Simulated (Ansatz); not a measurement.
## Band structure of NbSi

```
CELL_PARAMETERS angstrom
0.00000 2.57365 2.57365
2.57365 0.00000 2.57365
2.57365 2.57365 0.00000
ATOMIC_POSITIONS crystal
Nb 0.00000 0.00000 0.00000
Si 0.50000 0.50000 0.50000
```

Atom numbers follow the list: Nb1, Si2.

Conventional cell: a = 5.147 Å, b = 5.147 Å, c = 5.147 Å, α = 90.00°, β = 90.00°, γ = 90.00°. Nb (atom 1) is surrounded by 6 Si at 2.57 Å. Si (atom 2) has 6 Nb at 2.57 Å as nearest neighbours.

The cell was built from the rocksalt type and relaxed in the same program, and has space group Fm-3m; it needn't be a known or the stable phase.

Spin polarisation is left out, and whether a magnetic state lies lower isn't shown here.

The calculation used DFT, PBE, all-electron LAPW, scalar-relativistic (Ansatz 0.2.0).

Numerical set-up: a Γ-centred 14×14×14 k mesh, Fermi–Dirac smearing of 0.05 eV, basis error target 1 meV/atom, no spin polarisation.

Points in fractions of the reciprocal vectors of this cell: Γ (0, 0, 0), X (0.5, 0, 0.5), U (0.625, 0.25, 0.625), K (0.375, 0.375, 0.75), L (0.5, 0.5, 0.5), W (0.5, 0.25, 0.75). The path joins them by straight lines in the order Γ–X–U–K–Γ–L–W–X; legs that retrace an earlier one aren't tabulated. Energies are in eV from the Fermi level.

(1) Is there a gap?

(2) List the levels between -20 and 1.5 eV at the symmetry points.

Answers

(1) none: with an odd electron count and no spin polarisation the bands can't all be full, a metal in this set-up (spin order or a larger cell could open a gap).

(2) 
Γ: -10.71, -1.28 (×3), -0.75 (×2)
X: -8.46, -3.54, -3.21, -0.01 (×2), 0.32
U: -7.94, -4.03, -3.59, -2.13, -0.08, 1.44
K: -7.94, -4.03, -3.59, -2.13, -0.08, 1.44
L: -7.28, -5.95, -3.24 (×2), 1.25 (×2)
W: -7.85, -3.57 (×2), -3.13
